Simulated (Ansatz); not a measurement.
FeO: a fit and a missing row

FeO, Fm-3m, a = 4.246 Å. Ansatz: PBEsol, PAW, 420 eV, Γ-centred 18×18×18 mesh on 2 atoms, Gaussian smearing 0.10 eV; collinear spin, largest moment 3.4 μB. Symmetry fixes shape and atoms, so the cell is only scaled; pressure is positive in compression.

```tsv
V (Å³/atom)	P (GPa)
8.994	14.14
9.281	6.75
9.568	-0.02
9.855	?
10.142	-10.70
```

Take V0 = 9.568 Å³/atom, count pressures from its P0 = -0.02 GPa, fit the third-order Birch–Murnaghan form to the other rows, and predict the missing pressure.

With the Eulerian strain f = ½[(V0/V)^(2/3) − 1] and y = (P − P0)/[3f(1 + 2f)^(5/2)], the form is the line y = B0 + 1.5 B0 (B0′ − 4) f. Rows (f, y): 0.02105, 202.3; 0.01026, 209.1; -0.01905, 205.9. Means f = 0.004087, y = 205.77; Σ(Δf)² = 0.0008612, ΣΔfΔy = -0.04131; the slope is their ratio. y = 206.0 − 47.97 f GPa, so B0 = 206.0 GPa and B0′ = 4 + 2 × (-47.97)/(3 × 206.0) = 3.84. At V = 9.855, f = -0.00976, y = 206.47 and P = -5.77 GPa. The run gave -5.81 GPa, so the fit is 0.04 GPa too high, within the rms miss on the fitted rows (0.13 GPa).

The cell holds one magnetic atom, so it can only be ferromagnetic; an antiferromagnetic order may lie lower.